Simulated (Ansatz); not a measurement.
Hf:
```cif
data_Hf2
_chemical_formula_sum 'Hf2'
_space_group_name_H-M_alt 'P63/mmc'
_space_group_IT_number 194
_space_group_name_Hall '-P 6c 2c'
_cell_length_a 3.17120
_cell_length_b 3.17120
_cell_length_c 5.01671
_cell_angle_alpha 90.000
_cell_angle_beta 90.000
_cell_angle_gamma 120.000
loop_
_atom_site_label
_atom_site_type_symbol
_atom_site_symmetry_multiplicity
_atom_site_Wyckoff_symbol
_atom_site_fract_x
_atom_site_fract_y
_atom_site_fract_z
_atom_site_occupancy
Hf1 Hf 2 d 0.66667 0.33333 0.25000 1
```

Relaxed at zero pressure with PBE+D3(BJ) (plane waves, PAW; program Ansatz).

Task: The volume is lowered by 9 % and shape and atoms relax at that volume. What pressure results, and how do the axes share the change?

Result: 12.4 GPa; a -3.2 %, b -3.2 %, c -2.9 %; the energy rises by 71 meV/atom.

Task: Give the new structure.

Result: 
Space group P6₃/mmc (No. 194); a = 3.0693 Å, b = 3.0693 Å, c = 4.8733 Å, α = 90.00°, β = 90.00°, γ = 120.00°

```json
[
 {"atom": "Hf", "site": "2d", "symmetry": "-6m2", "x": "0.6667", "y": "0.3333", "z": "0.2500"}
]
```

The phase is kept; no other phase was compared at this pressure.

Space group P6_3/mmc (hcp (Mg type)). The PBE+D3(BJ) relaxation kept the symmetry of its start. No spin polarisation was allowed. The pairwise dispersion correction was not fitted to metals. Axis ratios of metals converge slowly with the k-mesh, so a and c are less sure than the volume. Spin–orbit coupling is left out wherever it is not named.

Potentials: the later of the program's two PAW sets.
